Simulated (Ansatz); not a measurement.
An Ansatz (a quantum-chemistry and plane-wave program) run. Input:

Ansatz 0.2 input:
```yaml
crystal:
  lattice:
    - [-1.6333535953, 1.6333535953, 1.6333535953]
    - [1.6333535953, -1.6333535953, 1.6333535953]
    - [1.6333535953, 1.6333535953, -1.6333535953]
  atoms:
    - { symbol: Nb, position: [0.0, 0.0, 0.0] }
kpoints:
  mp_grid: { grid: [37, 37, 37] }
hamiltonian:
  xc: pbe
  dispersion: d3bj
  pseudopotentials: { kind: paw }
scf:
  occupations: { method: fermi_dirac, width: 0.1 }
elastic: { mode: relaxed_ion, stencil: two_point, amplitude: 0.005, f_tol: 0.0005 }
```

Output (shortened):

```
Pseudopotential: Nb, paw, valence charge 13
Functional definition: PBE
Crystal: 1 atoms, lattice volume = 17.430 Å³
Basis set: ecut = 420 eV, 321 PW (Γ), exchange–correlation on 40×40×40 points (8 copies of the dense FFT grid, shifted against one another)
Bands: 11, of which v1, the nominal top of the filled ones, is band 7 counted from 1 (6 counted from 0)
Symmetry: 48 space group operations
Space group: Im-3m (ITA 229), of the structure as read, at distance tolerance 2.6e-5 Å
k-points: 1330 of 50653
SCF iter   1: F=—  HF=-4553.054249 eV  |F-HF|=—  |Δ(HF+E_count)|=         —  Δρ=3.98e-3  dr2=1.90e-3  ethr=1.77e-3  ⟨swp⟩=5.0  Hψ=85086  notcnv=0
preconditioner: auto → none
SCF iter   2: F=—  HF=-4553.053902 eV  |F-HF|=—  |Δ(HF+E_count)|=   3.47e-4  Δρ=1.62e-3  dr2=2.05e-4  ethr=1.46e-5  ⟨swp⟩=2.2  Hψ=30707  notcnv=0
SCF iter   3: F=—  HF=-4553.053910 eV  |F-HF|=—  |Δ(HF+E_count)|=   8.35e-6  Δρ=4.60e-4  dr2=1.78e-5  ethr=1.58e-6  ⟨swp⟩=1.0  Hψ=14586  notcnv=0
SCF iter   4: F=—  HF=-4553.053912 eV  |F-HF|=—  |Δ(HF+E_count)|=   1.12e-6  Δρ=3.06e-5  dr2=4.28e-8  ethr=1.37e-7  ⟨swp⟩=1.0  Hψ=14586  notcnv=0
SCF iter   5: F=—  HF=-4553.053912 eV  |F-HF|=—  |Δ(HF+E_count)|=   4.45e-7  Δρ=2.73e-6  dr2=3.94e-10  ethr=3.30e-10  ⟨swp⟩=2.1  Hψ=23422  notcnv=0
SCF iter   6: F=—  HF=-4553.053912 eV  |F-HF|=—  |Δ(HF+E_count)|=  5.18e-11  Δρ=5.38e-7  dr2=1.02e-11  ethr=3.03e-12  ⟨swp⟩=2.1  Hψ=21416  notcnv=0
SCF iter   7: F=-4553.053912 eV  HF=-4553.053912 eV  |F-HF|=0.00e0  |Δ(HF+E_count)|=  1.09e-11  Δρ=2.41e-8  dr2=2.31e-14  ethr=1.00e-12  ⟨swp⟩=3.1  Hψ=57542  notcnv=0
SCF 1 converged in 7 iterations: F = -4553.053912 eV  dr2 = 2.31e-14
Crystal: 1 atoms, lattice volume = 17.343 Å³
Symmetry: 16 space group operations
k-points: 3610 of 50653
iter 1 solved again at ethr=2.78e-7 eV; its pass at ethr=3.10e-3 eV (dr2=3.62e-5 eV) is discarded
SCF iter   1: F=—  HF=-4553.053494 eV  |F-HF|=—  |Δ(HF+E_count)|=         —  Δρ=5.10e-4  dr2=1.77e-5  ethr=2.78e-7  ⟨swp⟩=2.5  Hψ=291723  notcnv=0  defer=73
preconditioner: auto → none
SCF iter   2: F=—  HF=-4553.053496 eV  |F-HF|=—  |Δ(HF+E_count)|=   1.12e-6  Δρ=2.48e-4  dr2=3.92e-6  ethr=1.36e-7  ⟨swp⟩=1.0  Hψ=39600  notcnv=0  defer=73
SCF iter   3: F=—  HF=-4553.053496 eV  |F-HF|=—  |Δ(HF+E_count)|=   6.53e-7  Δρ=2.67e-5  dr2=9.26e-8  ethr=3.02e-8  ⟨swp⟩=1.0  Hψ=39600  notcnv=0  defer=73
SCF iter   4: F=—  HF=-4553.053496 eV  |F-HF|=—  |Δ(HF+E_count)|=  5.63e-10  Δρ=3.32e-6  dr2=5.58e-10  ethr=7.12e-10  ⟨swp⟩=2.0  Hψ=59093  notcnv=0  defer=73
SCF iter   5: F=—  HF=-4553.053496 eV  |F-HF|=—  |Δ(HF+E_count)|=  1.79e-10  Δρ=7.79e-7  dr2=2.36e-11  ethr=4.29e-12  ⟨swp⟩=2.7  Hψ=63870  notcnv=0  defer=73
SCF iter   6: F=-4553.053496 eV  HF=-4553.053496 eV  |F-HF|=0.00e0  |Δ(HF+E_count)|=  1.64e-11  Δρ=3.40e-8  dr2=4.46e-14  ethr=1.00e-12  ⟨swp⟩=3.0  Hψ=160122  notcnv=0
SCF 2 converged in 6 iterations: F = -4553.053496 eV  dr2 = 4.46e-14
Crystal: 1 atoms, lattice volume = 17.517 Å³
Basis set: ecut = 420 eV, 337 PW (Γ), exchange–correlation on 40×40×40 points (8 copies of the dense FFT grid, shifted against one another)
iter 1 solved again at ethr=1.88e-10 eV; its pass at ethr=3.10e-3 eV (dr2=2.45e-8 eV) is discarded
SCF iter   1: F=—  HF=-4553.053612 eV  |F-HF|=—  |Δ(HF+E_count)|=         —  Δρ=2.51e-5  dr2=2.47e-8  ethr=1.88e-10  ⟨swp⟩=2.4  Hψ=278561  notcnv=0  defer=47
preconditioner: auto → none
SCF iter   2: F=—  HF=-4553.053612 eV  |F-HF|=—  |Δ(HF+E_count)|=   2.54e-7  Δρ=1.17e-5  dr2=3.08e-9  ethr=1.88e-10  ⟨swp⟩=2.7  Hψ=58561  notcnv=0  defer=47
SCF iter   3: F=—  HF=-4553.053612 eV  |F-HF|=—  |Δ(HF+E_count)|=   2.95e-8  Δρ=2.70e-6  dr2=1.59e-10  ethr=2.37e-11  ⟨swp⟩=1.0  Hψ=39601  notcnv=0  defer=47
SCF iter   4: F=—  HF=-4553.053612 eV  |F-HF|=—  |Δ(HF+E_count)|=   1.74e-9  Δρ=2.95e-7  dr2=2.02e-12  ethr=1.22e-12  ⟨swp⟩=2.1  Hψ=57899  notcnv=0  defer=47
SCF iter   5: F=-4553.053612 eV  HF=-4553.053612 eV  |F-HF|=9.09e-13  |Δ(HF+E_count)|=  1.82e-11  Δρ=2.68e-8  dr2=4.30e-14  ethr=1.00e-12  ⟨swp⟩=4.2  Hψ=127235  notcnv=0
SCF 3 converged in 5 iterations: F = -4553.053612 eV  dr2 = 4.30e-14
Crystal: 1 atoms, lattice volume = 17.430 Å³
Symmetry: 8 space group operations
k-points: 6859 of 50653
iter 1 solved again at ethr=1.50e-7 eV; its pass at ethr=3.10e-3 eV (dr2=1.96e-5 eV) is discarded
SCF iter   1: F=—  HF=-4553.053898 eV  |F-HF|=—  |Δ(HF+E_count)|=         —  Δρ=6.10e-4  dr2=3.85e-5  ethr=1.50e-7  ⟨swp⟩=2.6  Hψ=547682  notcnv=0  defer=113
preconditioner: auto → none
SCF iter   2: F=—  HF=-4553.053888 eV  |F-HF|=—  |Δ(HF+E_count)|=   9.96e-6  Δρ=2.36e-4  dr2=3.56e-6  ethr=1.50e-7  ⟨swp⟩=2.2  Hψ=114682  notcnv=0  defer=113
SCF iter   3: F=—  HF=-4553.053887 eV  |F-HF|=—  |Δ(HF+E_count)|=   1.32e-7  Δρ=5.92e-5  dr2=1.84e-7  ethr=2.10e-8  ⟨swp⟩=1.0  Hψ=75269  notcnv=0  defer=113
SCF iter   4: F=—  HF=-4553.053888 eV  |F-HF|=—  |Δ(HF+E_count)|=   1.22e-7  Δρ=1.63e-6  dr2=1.93e-10  ethr=1.09e-9  ⟨swp⟩=1.0  Hψ=75269  notcnv=0  defer=113
SCF iter   5: F=—  HF=-4553.053888 eV  |F-HF|=—  |Δ(HF+E_count)|=  5.91e-11  Δρ=4.56e-7  dr2=3.10e-11  ethr=1.14e-12  ⟨swp⟩=2.0  Hψ=121871  notcnv=0  defer=113
SCF iter   6: F=—  HF=-4553.053888 eV  |F-HF|=—  |Δ(HF+E_count)|=  1.18e-11  Δρ=1.10e-7  dr2=5.49e-13  ethr=1.83e-13 (applied; sched 1.00e-12)  ⟨swp⟩=2.1  Hψ=111319  notcnv=0  defer=176
SCF iter   7: F=-4553.053888 eV  HF=-4553.053888 eV  |F-HF|=9.09e-13  |Δ(HF+E_count)|=    0.00e0  Δρ=1.54e-8  dr2=2.33e-14  ethr=1.00e-12  ⟨swp⟩=4.0  Hψ=238665  notcnv=0
SCF 4 converged in 7 iterations: F = -4553.053888 eV  dr2 = 2.33e-14
Crystal: 1 atoms, lattice volume = 17.430 Å³
iter 1 solved again at ethr=1.97e-10 eV; its pass at ethr=3.10e-3 eV (dr2=2.56e-8 eV) is discarded
SCF iter   1: F=—  HF=-4553.053888 eV  |F-HF|=—  |Δ(HF+E_count)|=         —  Δρ=1.40e-5  dr2=2.51e-8  ethr=1.97e-10  ⟨swp⟩=2.2  Hψ=516210  notcnv=0  defer=66
preconditioner: auto → none
SCF iter   2: F=—  HF=-4553.053888 eV  |F-HF|=—  |Δ(HF+E_count)|=   3.52e-7  Δρ=6.10e-6  dr2=3.28e-9  ethr=1.93e-10  ⟨swp⟩=2.1  Hψ=98087  notcnv=0  defer=66
SCF iter   3: F=—  HF=-4553.053888 eV  |F-HF|=—  |Δ(HF+E_count)|=  1.13e-10  Δρ=1.29e-6  dr2=1.55e-10  ethr=2.52e-11  ⟨swp⟩=1.0  Hψ=75311  notcnv=0  defer=66
SCF iter   4: F=—  HF=-4553.053888 eV  |F-HF|=—  |Δ(HF+E_count)|=  1.82e-11  Δρ=2.10e-7  dr2=2.32e-12  ethr=1.19e-12  ⟨swp⟩=2.7  Hψ=109583  notcnv=0  defer=66
SCF iter   5: F=-4553.053888 eV  HF=-4553.053888 eV  |F-HF|=0.00e0  |Δ(HF+E_count)|=  9.09e-13  Δρ=3.75e-8  dr2=5.93e-14  ethr=1.00e-12  ⟨swp⟩=2.6  Hψ=276573  notcnv=0
SCF 5 converged in 5 iterations: F = -4553.053888 eV  dr2 = 5.93e-14
SCF converged after 7 iterations
Free energy (F): -4553.053912 eV
Harris-Foulkes:  -4553.053912 eV  (|F-HF|=0.00e0)
Internal energy: -4553.007320 eV  (E = F + TS)
E sigma→0 (E₀):  -4553.030616 eV
Entropy (-TS):   -0.046592 eV (-46.592 meV/atom)
Fermi energy:    18.483954 eV
--- Per-component energies (eV) ---
  E_band       = -58.206401
  E_kinetic    = 396.694165
  E_local      = -674.239793  (includes V_loc(G=0)·N_el)
  E_nonlocal   = 120.129019
  E_hartree    = 210.506547
  E_xc         = -176.247328
  E_vxc        = -213.906204  (∫ρ·V_xc dr)
  E_paw        = -3073.561131  (= ΣΔE_a)
  E_vpaw       = -107.896688  (= ΣTr[D̂ρ^β])
  E_aug_tail   = 0.000007  (compensation charges beyond the density's cutoff)
  E_ewald      = -1355.527135
  E_disp       = -0.761670  (pairwise vdW)
  E_smearing   = -0.046592  (= −TS)
  E_closure    = 0.000000  (closes the sum)
  Σ components = -4553.053912   (vs F -4553.053912, Δ=0.00e0)
  [band-id]    e_kinetic+e_local+e_nonlocal+2·e_hartree+e_vxc+e_vpaw+e_augmentation_tail = -58.206400   (vs E_band -58.206401, Δ=2.16e-7)
--- Forces (eV/Å), atoms counted from 1 ---
  atom   1  Nb     0.00000000     0.00000000     0.00000000
  max |Σ_I F_I| component: 0.0 eV/Å
--- Stress (GPa, compression-positive) ---
        0.101876       0.000000       0.000000
        0.000000       0.101876       0.000000
        0.000000       0.000000       0.101876
  P = ⅓ Tr σ = 0.1019 GPa (1.019 kbar)
--- Band table (eV; the first three rows and the last of 1330) ---
  k-point 0: bands = ["-35.8293", "-11.0678", "-11.0678", "-11.0678", "12.5014", "18.8183", "18.8183", "18.8183", "21.8378", "21.8378", "32.6847"]
  k-point 1: bands = ["-35.8273", "-11.0796", "-11.0714", "-11.0680", "12.5331", "18.7982", "18.8142", "18.8485", "21.8043", "21.8375", "32.7120"]
  k-point 2: bands = ["-35.8215", "-11.1146", "-11.0819", "-11.0683", "12.6273", "18.7392", "18.8003", "18.9391", "21.7116", "21.8373", "32.7909"]
  k-point 1329: bands = ["-35.3525", "-12.0924", "-12.0902", "-12.0902", "14.5531", "14.5589", "24.2306", "24.2306", "24.2840", "27.7778", "27.9047"]
--- Elastic constants: 2 strain directions × 2 members + reference (group order 48) ---
  dense FFT box of the reference and of every strained cell: 20×20×20
  strains applied: 11, 23; error gains: componentwise 1.00 (the most a stress slope's error grows in a printed constant), spectral 1.73 (1 for all six strains …
  pairwise dispersion correction: d3bj (s6 = 1.0, s8 = 0.7875, a1 = 0.4289, a2_bohr = 4.4407), with the weights of each atom's references fixed at the …
  C = ∂σ_k/∂η_j (tension-positive GPa; Voigt order 11 22 33 23 13 12):
       263.290    140.074    140.074      0.000      0.000      0.000
       140.074    263.290    140.074      0.000      0.000      0.000
       140.074    140.074    263.290      0.000      0.000      0.000
         0.000      0.000      0.000     18.040      0.000      0.000
         0.000      0.000      0.000      0.000     18.040      0.000
         0.000      0.000      0.000      0.000      0.000     18.040
  reference stress σ⁰ (GPa):     -0.102     -0.102     -0.102      0.000      0.000      0.000
  C* (energy form; C + prestress term) asymmetry max|C*_kj − C*_jk| = 5.684e-14 GPa — a small one proves nothing (zero by symmetry where the batch's group is …
  moduli (Voigt/Reuss/Hill, GPa): K = 181.15/181.15/181.15   G = 35.47/25.16/30.31   E = 86.13   ν = 0.421
  mechanically stable: yes (min eigenvalue of sym C = 18.04 GPa)
  where every solve meets its electron count the energy-path curvature estimates C_jj along a normal strain and C_jj − ¼(σ⁰_aa + σ⁰_bb) along a shear (ab), of …
  strain η (Voigt 11):  stress-route row diagonal C_11 = 263.29 GPa, energy-path curvature d²(F+E_count+ΔE)/dδ²/Ω₀ = 263.32 GPa
         δ    σ_11 (GPa)             F (eV)   n_scf  n_hpsi   n_pw
    -5.000e-3      -1.4318       -4553.0534962       6  700078    370   relax 0 steps, max|allowed force component| 0.00e0 eV/Å
     5.000e-3       1.2011       -4553.0536119       5  608009    370   relax 0 steps, max|allowed force component| 0.00e0 eV/Å
  strain η (Voigt 23):  stress-route row diagonal C_44 = 18.04 GPa, energy-path curvature d²(F+E_count+ΔE)/dδ²/Ω₀ = 18.10 GPa
         δ    σ_23 (GPa)             F (eV)   n_scf  n_hpsi   n_pw
    -5.000e-3      -0.0902       -4553.0538875       7  1372351    370   relax 0 steps, max|allowed force component| 0.00e0 eV/Å
     5.000e-3       0.0902       -4553.0538875       5  1163318    370   relax 0 steps, max|allowed force component| 0.00e0 eV/Å
```

Cost: very roughly 8 core-minutes on shared cores.

Symmetry was held in the PBE+D3(BJ) relaxation. No spin polarisation was allowed. The pairwise dispersion correction was not fitted to metals. As this level gives no gap, shear constants depend on the k-mesh and smearing (Fermi–Dirac, 0.1 eV here). Spin–orbit coupling is left out wherever it is not named.

Potentials: the later of the program's two PAW sets.

Ansatz is a plane-wave DFT program.
